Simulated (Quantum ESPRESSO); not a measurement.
# Band energies of Li₂MoO₃

```
CELL_PARAMETERS angstrom
      4.93121     0.00000     0.00000
      2.25171     4.39250     0.00000
      1.68033    -0.06059     4.93299
ATOMIC_POSITIONS crystal
  Li 0.85910 0.80785 0.98791
  Li 0.14090 0.19215 0.01209
  Li 0.50000 0.50000 0.00000
  Li 0.00000 0.50000 0.50000
  O  0.93583 0.14354 0.72884
  O  0.06417 0.85646 0.27116
  O  0.27571 0.49388 0.72368
  O  0.72429 0.50612 0.27632
  O  0.41213 0.17691 0.23285
  O  0.58787 0.82309 0.76715
  Mo 0.35741 0.86133 0.49666
  Mo 0.64259 0.13867 0.50334
```

PBEsol (Quantum ESPRESSO, PseudoDojo norm-conserving, 84 Ry, no spin-orbit coupling); path XΓY,LΓZ,NΓM,RΓ; energies in eV from the Fermi level.

| k (1/Å) | point | band 34 | band 35 | band 36 | band 37 | band 38 | band 39 | band 40 | band 41 |
|---|---|---|---|---|---|---|---|---|---|
| 0.00 | X | -3.62 | -3.37 | -3.10 | -1.63 | -0.62 | 0.22 | 0.82 | 1.74 |
| 0.48 |  | -3.38 | -3.11 | -2.99 | -1.65 | -0.32 | 0.30 | 0.68 | 1.68 |
| 0.72 | Γ | -3.25 | -3.20 | -2.84 | -1.63 | -0.25 | 0.28 | 0.63 | 1.65 |
| 0.93 |  | -3.26 | -3.22 | -2.85 | -1.61 | -0.26 | 0.30 | 0.67 | 1.65 |
| 1.35 | Y | -3.30 | -3.21 | -2.88 | -1.56 | -0.28 | 0.35 | 0.71 | 1.65 |
| 1.35 | L | -3.51 | -3.33 | -3.27 | -1.78 | -0.52 | 0.25 | 0.85 | 1.76 |
| 1.73 |  | -3.57 | -3.29 | -3.14 | -1.64 | -0.46 | 0.30 | 0.76 | 1.74 |
| 2.30 | Γ | -3.25 | -3.20 | -2.84 | -1.63 | -0.25 | 0.28 | 0.63 | 1.65 |
| 2.72 |  | -3.53 | -3.19 | -3.06 | -1.68 | -0.45 | 0.18 | 0.77 | 1.72 |
| 3.13 | Z | -3.38 | -3.36 | -3.25 | -1.74 | -0.61 | 0.02 | 0.85 | 1.75 |
| 3.13 | N | -3.57 | -3.32 | -3.15 | -2.05 | -0.07 | 0.08 | 0.82 | 1.51 |
| 3.48 |  | -3.57 | -3.31 | -3.18 | -1.98 | -0.20 | 0.20 | 0.76 | 1.61 |
| 3.99 | Γ | -3.25 | -3.20 | -2.84 | -1.63 | -0.25 | 0.28 | 0.63 | 1.65 |
| 4.37 |  | -3.58 | -3.15 | -3.07 | -1.76 | -0.36 | 0.27 | 0.85 | 1.73 |
| 4.74 | M | -3.57 | -3.39 | -3.28 | -1.78 | -0.49 | 0.22 | 1.00 | 1.81 |
| 4.74 | R | -3.39 | -3.19 | -3.15 | -1.85 | -0.03 | 0.22 | 0.94 | 1.50 |
| 5.05 |  | -3.55 | -3.24 | -3.10 | -1.86 | -0.10 | 0.24 | 0.82 | 1.62 |
| 5.52 | Γ | -3.25 | -3.20 | -2.84 | -1.63 | -0.25 | 0.28 | 0.63 | 1.65 |

Along the path the PBEsol gap is only about 0.04 eV, below what this setup resolves reliably; no G0W0 run was built on it. Semilocal functionals shrink small gaps, and the order of the bands at the edge may be inverted.

Spin-orbit splittings are left out.

Geometry of the Materials Project entry, not relaxed at this level.

The structure is a Materials Project entry; no match was found in the copy of COD used, and its stability was not checked.
